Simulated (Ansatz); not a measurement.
An Ansatz (an electronic-structure program) input:

Ansatz 0.2 input:
```yaml
crystal:
  lattice:
    - [1.9982288217, 1.1536779481, 6.3605892013]
    - [-1.9982288217, 1.1536779481, 6.3605892013]
    - [0.0, -2.3073558962, 6.3605892013]
  atoms:
    - { symbol: Cd, position: [0.0, 0.0, 0.0] }
    - { symbol: Br, position: [0.7485408052, 0.7485408052, 0.7485408052] }
    - { symbol: Br, position: [0.2514591948, 0.2514591948, 0.2514591948] }
kpoints:
  mp_grid: { grid: [7, 7, 7] }
hamiltonian:
  xc: r2scan
  dispersion: d4
  pseudopotentials: { kind: paw }
scf:
  occupations: { method: fixed }
output:
  optics: { e_range: [0.0, 15.0], de: 0.05, sigma: 0.1, bands: { spectra_wanted_up_to: 12 eV } }
```

**Question.** How many symmetry operations and irreducible k-points will the run report?

**Answer.** 12 operations, 44 of 343 k-points.

**Question.** With a cutoff of 500 eV, how many plane waves at Γ?

**Answer.** 2231.

It took about 110 core-seconds (a rough figure) on shared server cores.

Space group R-3m. The first step of the workflow began from a Materials Project structure, measured or hypothetical; the Crystallography Open Database files this formula in space group No. 166, but the cells were not matched. Its standing as an ambient phase is unchecked. The cell was relaxed with r²SCAN+D4 under the symmetry of its start; its stability against distortions is not shown here. Scalar-relativistic: spin–orbit coupling is off unless named, which matters more the heavier the elements.

Potentials: the later of the program's two PAW sets.

Ansatz is a plane-wave DFT program.
